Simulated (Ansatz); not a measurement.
Starting cell, BP (zinc blende):

```
BP
1.0
    0.00000     2.26828     2.26828
    2.26828     0.00000     2.26828
    2.26828     2.26828     0.00000
P B
1 1
Direct
  0.75000   0.75000   0.75000
  0.00000   0.00000   0.00000
```

Scan: atom 1 (P, nearest neighbour B at 1.964 Å; its periodic images, 3.2 Å or more away, move with it) is displaced towards the nearest neighbour, direction (-0.577, -0.577, 0.577) in Cartesian axes, by s. The other atoms stay.

These are r2SCAN (plane waves to 500 eV, PAW, scalar-relativistic; Ansatz, a first-principles code) values and carry that method's errors. k mesh 10×10×10 (Γ-centred), Fermi-Dirac smearing 0.05 eV. E stands for the smeared free energy. Left out: 1 of 11 points, with atoms too close for the PAW data. As the smearing reaches across the gap at some points, energies and forces of such displacements shift with the k mesh and the smearing. BP was relaxed with its symmetry unable to fall. ΔE is measured from the undisplaced structure. The last digit holds for this mesh only.

```csv
s (Å),ΔE (meV/cell)
-0.590,1349.7
-0.472,1078.4
-0.354,withheld
-0.236,404.4
-0.118,119.5
0.000,0.0
0.118,156.2
0.236,704.8
0.354,1771.1
0.472,3542.7
```

**Question.** Fit a polynomial form (powers 2, 3, 4) to the given rows and predict ΔE at s = -0.354.

**Answer.** Least squares on the 9 given rows: ΔE = (9662)·s² + (11690)·s³ + (3187)·s⁴, in meV/cell with s in Å; root-mean-square residual 4.88 meV/cell. At -0.354 the fit gives 742.3 meV/cell; the calculation gives 747.9 meV/cell, so the interpolation is off by -5.6 (-0.7 %). The quadratic term alone would give 1210.8 meV/cell.

(For displaced atoms, the force is minus the slope of the energy, and its curvature is a force constant, which sets phonon frequencies.)
